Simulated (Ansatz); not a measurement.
C in space group Ia-3 (No. 206; C on 16c), DFT-r²SCAN in the program Ansatz with PAW potentials. The conduction-band minimum lies at H, with 1 equivalent valley. Second derivatives d²E/dk² of the lowest band at one valley (eV·Å²), along Cartesian directions:

```csv
direction,d²E/dk²
[100],18.75
[010],18.75
[001],18.75
[110],18.75
[101],18.75
[011],18.75
```

Problem. Find the principal effective masses, the density-of-states mass and the conductivity mass.

Solution. Off-diagonal terms follow from H_xy = H[110] − (H_xx + H_yy)/2, and m*/mₑ = 7.620 eV·Å² over each eigenvalue: 0.41, 0.41, 0.41. One valley's DOS mass (m₁m₂m₃)^(1/3) = 0.41, conductivity mass 3/(Σ 1/mᵢ) = 0.41 mₑ.

Problem. What effective density of states Nc follows at 300 K for parabolic valleys?

Solution. Nc = 2.509e19 × 1 × (0.41)^(3/2) ≈ 6.6e18 cm⁻³.

The start of the workflow was typed in or built on a structure type; neither database checked (COD, Materials Project) lists it. It is not the phase usual at ambient conditions (space group No. 194, 227). The r²SCAN relaxation kept the symmetry of its start; its stability against distortions is not shown here.

Potentials: the earlier of the program's two PAW sets.

Edges and masses are those of Kohn–Sham bands, whose gap is no quasiparticle gap.
